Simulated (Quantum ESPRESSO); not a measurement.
```
CSi
1.0
    3.07569     0.00000     0.00000
   -1.53785     2.66363     0.00000
    0.00000     0.00000    10.07065
Si C
4 4
Direct
  0.66667   0.33333   0.93784
  0.33333   0.66667   0.43784
  0.00000   0.00000   0.68789
  0.00000   0.00000   0.18789
  0.66667   0.33333   0.74980
  0.33333   0.66667   0.24980
  0.00000   0.00000   0.50046
  0.00000   0.00000   0.00046
```
The cell comes from the Materials Project (a computed structure). It is SiC in P6₃mc, a polytype of 4 double layers. Stability against distortions was not tested.

A lattice sum over point charges, one formal value an element (Si +4, C -4), with no Sternheimer factor, costs far less than a self-consistent run. Taken along the main axis of each site's self-consistent tensor, it gives:

```tsv
site	V along that axis, point charges (a.u.)
Si2 (atoms 3, 4)	-0.003
C1 (atoms 5, 6)	-0.004
```

### Question
How do the values of PBE PAW (JTH datasets; density from pw.x of a modified build of Quantum ESPRESSO, gradients reconstructed from it by a script) compare?

### Answer
```
site  Vzz, PAW (a.u.)  PAW over point charges
----  ---------------  ----------------------
Si2             0.037                       –
C1              0.022                    -5.5
```
Along that axis the sign differs on C1.  Cores are frozen. Against all-electron runs on small test molecules, this scheme's |Vzz| missed by −6 % on Si, +9 % on C.
